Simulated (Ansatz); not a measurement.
# How the gradients follow the element M in Ca7TiN6 and its analogues

Computed with Ansatz: DFT, r2SCAN, plane waves and PAW, scalar-relativistic, 500 eV cutoff. The cells come from the Materials Project (computed, not necessarily observed phases), with the atoms as given. Calculated pressures reach 2 GPa in size and forces 0.3 eV/Å in them. Spin–orbit coupling is left out. All compounds take space group Ibam with the same Wyckoff sites and nearly the same cell shape, and differ in the element M (Ti, Sn, Zr). Sites are named by their Wyckoff letter. V_zz in 10²¹ V/m².

| M | compound | source | cell edges (Å) | first shell of Ca on b | Ca on b: V_zz (η) | N on j: V_zz (η) | Ca on j: V_zz (η) |
| --- | --- | --- | --- | --- | --- | --- | --- |
| Ti | Ca7TiN6 | MP | 6.331, 11.517, 12.815 | 4 N at 2.50 Å | -6.83 (0.37) | -1.21 (0.61) | 4.66 (0.81) |
| Sn | Ca7SnN6 | MP | 6.381, 11.849, 12.776 | 4 N at 2.51 Å | -5.10 (0.79) | -1.28 (0.13) | 4.70 (0.72) |
| Zr | Ca7ZrN6 | MP | 6.396, 11.794, 13.075 | 4 N at 2.52 Å | ? | ? | ? |

(1) Estimate the values withheld for Ca7ZrN6.

## Answers

(1) Ca on b: -5.66 (0.41); N on j: 0.75 (0.85); Ca on j: 5.41 (0.62).

The crystals are a selection from a larger pool of database entries, not a random sample of it.
